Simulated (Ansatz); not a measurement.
The relaxed structure here is a generated cell of CoSn3: the first start was made by placing the elements on the sites of a structure type, and the end was not matched to a known phase here, so it may be hypothetical.

One starting cell of CoSn3 (a generated cell, CoSn3 placed in the AFLOW prototype AB3_tP4_123_a_ce (L6_0, as in Ti3Cu)) was relaxed twice with Ansatz (plane waves, PAW, scalar-relativistic): with PBEsol at 420 eV and with PBE at 420 eV. The PBEsol result:

```
CELL_PARAMETERS angstrom
      4.39894     0.00000     0.00000
      0.00000     4.39894     0.00000
      0.00000     0.00000     4.39894
ATOMIC_POSITIONS crystal
  Sn 0.50000 0.50000 0.00000
  Sn 0.00000 0.50000 0.50000
  Sn 0.50000 0.00000 0.50000
  Co 0.00000 0.00000 0.00000
```

```
quantity                                 PBEsol    PBE
--------------------------------  -------------  -----
space group                               Pm-3m  Pm-3m
volume (Å³/atom)                          21.28      …
a (Å)                                     4.399      …
gap (eV, no spin-orbit coupling)           0.00      …
spin order                        ferromagnetic      …
net moment (μB/atom)                       0.31      …
```

### Question
Fill in the PBE column.

### Answer

- volume (Å³/atom), PBE: 22.67
- a (Å), PBE: 4.493
- gap (eV, no spin-orbit coupling), PBE: 0.00
- spin order, PBE: ferromagnetic
- net moment (μB/atom), PBE: 0.37

Both levels end in the same structure; PBE's volume is 6.5 % larger. Neither column is exact.

Spin states reached: ferromagnetic; spin orders were not searched systematically.

The run could not lose the symmetry of its start: the end is stationary, and may be a saddle point rather than a minimum.

All atoms sit on sites fixed by symmetry, so only the cell could relax.

Ansatz is a quantum-chemistry and plane-wave program.
